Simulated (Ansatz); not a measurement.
Ga:
Space group Cmce (No. 64); a = 4.5818 Å, b = 7.7429 Å, c = 4.5828 Å, α = 90.00°, β = 90.00°, γ = 90.00°

```tsv
atom	site	symmetry	x	y	z
Ga	8f	m..	0.0000	0.3437	0.4176
```
(The calculation used a cell of 4 atoms; values per cell refer to that cell.)

Relaxed with PBE.

**Question.** Which orbitals make up the states near the Fermi level in the program Ansatz at the PBE level (PAW)?

**Answer.** Within 0.5 eV of the Fermi level: Ga 4p 81 %, Ga 4s 17 %. Projections are on Löwdin-orthogonalised atomic valence shells; empty p or d shells of many metals are not among them.

**Question.** Tabulate the density of states.

**Answer.** States/eV per cell of 4 atoms, in 0.25 eV bins, energy from the Fermi level.

```csv
E (eV),total,Ga 4p,Ga 4s,Ga 3d
-7.85,0.91,0.42,0.48,0.01
-7.60,0.93,0.43,0.49,0.01
-7.35,0.96,0.44,0.51,0.01
-7.10,1.09,0.48,0.60,0.01
-6.85,1.16,0.52,0.63,0.01
-6.60,1.14,0.52,0.61,0.01
-6.35,0.86,0.39,0.46,0.01
-6.10,0.89,0.42,0.47,0.01
-5.85,1.20,0.59,0.60,0.01
-5.60,1.18,0.57,0.59,0.01
-5.35,1.29,0.65,0.63,0.01
-5.10,1.33,0.67,0.65,0.01
-4.85,1.28,0.63,0.64,0.01
-4.60,1.24,0.59,0.63,0.01
-4.35,1.16,0.55,0.60,0.01
-4.10,0.99,0.51,0.47,0.01
-3.85,0.92,0.49,0.42,0.01
-3.60,0.88,0.48,0.39,0.01
-3.35,1.14,0.70,0.43,0.01
-3.10,1.44,0.93,0.49,0.01
-2.85,1.42,0.99,0.42,0.01
-2.60,1.34,0.98,0.34,0.01
-2.35,1.36,1.04,0.31,0.01
-2.10,1.43,1.12,0.29,0.01
-1.85,1.58,1.29,0.28,0.01
-1.60,1.86,1.58,0.26,0.01
-1.35,2.18,1.89,0.26,0.01
-1.10,2.11,1.85,0.24,0.01
-0.85,1.79,1.56,0.21,0.01
-0.60,1.56,1.35,0.20,0.01
-0.35,1.31,1.11,0.18,0.01
-0.10,0.89,0.74,0.14,0.00
0.15,0.55,0.43,0.10,0.00
0.40,0.99,0.74,0.23,0.00
0.65,1.45,1.02,0.40,0.01
0.90,1.98,1.27,0.66,0.01
1.15,2.31,1.48,0.76,0.01
1.40,1.95,1.31,0.58,0.01
1.65,1.72,1.18,0.48,0.01
1.90,1.48,1.02,0.41,0.00
2.15,1.55,1.08,0.41,0.00
2.40,1.77,1.26,0.43,0.01
2.65,1.87,1.36,0.42,0.01
2.90,2.09,1.51,0.46,0.01
3.15,1.99,1.45,0.42,0.01
3.40,1.72,1.28,0.34,0.00
3.65,2.06,1.56,0.36,0.01
3.90,1.96,1.46,0.35,0.00
4.15,1.92,1.44,0.33,0.00
```

The cell was relaxed with PBE under the symmetry of its start. Axis ratios of metals converge slowly with the k-mesh, so a and c are less sure than the volume. Spin–orbit coupling is left out wherever it is not named.

Potentials: the earlier of the program's two PAW sets.
